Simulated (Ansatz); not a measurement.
Crystals of one structure type (wurtzite) and one family of elements, relaxed and computed with PBE in the plane-wave PAW code Ansatz.

| crystal | V (Å³/atom) | highest Γ mode, no LO–TO term (cm⁻¹) |
|---|---|---|
| ZnO | 12.33 | 508 |
| ZnS | 20.18 | 321 |
| CdS | 26.04 | ? |
| CdSe | 29.75 | 173 |

Fit a straight line to ln ω against ln V and predict the withheld value.

Least squares on the 3 shown rows: ln ω = -1.21 × ln V + (9.312), with a scatter of 7 %. For CdS this gives 214. The run itself gave 280, outside the scatter: the line misses something about this case.

All cells were relaxed under the symmetry of their starts (and spin orders); stability against distortions was not tested throughout. Spin–orbit coupling is left out wherever it is not named.

Potentials: the later of the program's two PAW sets.
